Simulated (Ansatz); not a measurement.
## Two states of ReBrF

```
CELL_PARAMETERS angstrom
3.67477 0.00000 0.00000
0.00000 3.67477 0.00000
0.00000 0.00000 7.63156
ATOMIC_POSITIONS crystal
Re 0.25000 0.25000 0.16392
Re 0.75000 0.75000 0.83608
Br 0.25000 0.25000 0.66297
Br 0.75000 0.75000 0.33703
F 0.75000 0.25000 0.00000
F 0.25000 0.75000 0.00000
```

Single point in Ansatz 0.2.0 with PBEsol. Cutoff 420 eV, PAW datasets, 5×5×3 Γ-centred k mesh, fermi-dirac filling (width 0.1 eV).

State A: Re1 along (0.00, 0.00, 1.00), Re2 along (0.00, 0.00, -1.00) (spinors with spin-orbit coupling). State B: Re1 along (-0.71, 0.71, 0.00), Re2 along (-0.71, 0.71, 0.00) (spinors with spin-orbit coupling).

Which state is lower, and how do they differ?

State A is lower by 30.7 meV an atom at zero smearing; in free energy at this smearing B lies +28.1 meV an atom from A.

| state | free energy (meV/atom) | largest moment in a small sphere (μB) | net moment (μB/cell) | gap on mesh (eV) | pressure (GPa) | largest force (eV/Å) |
| --- | --- | --- | --- | --- | --- | --- |
| A | 0.0 | 2.24 | 0.00 | 0.10 (under the smearing) | 6.2 | 3.13 |
| B | 28.1 | 1.78 | 5.56 | metal | 3.1 | 2.92 |

Origin: a known structure type with other elements, at an estimated volume, so it need not be a known compound. Caveats: the k mesh is coarse if the cell is a metal; atoms or cell far from equilibrium; the SCF threshold is loose for a stress.
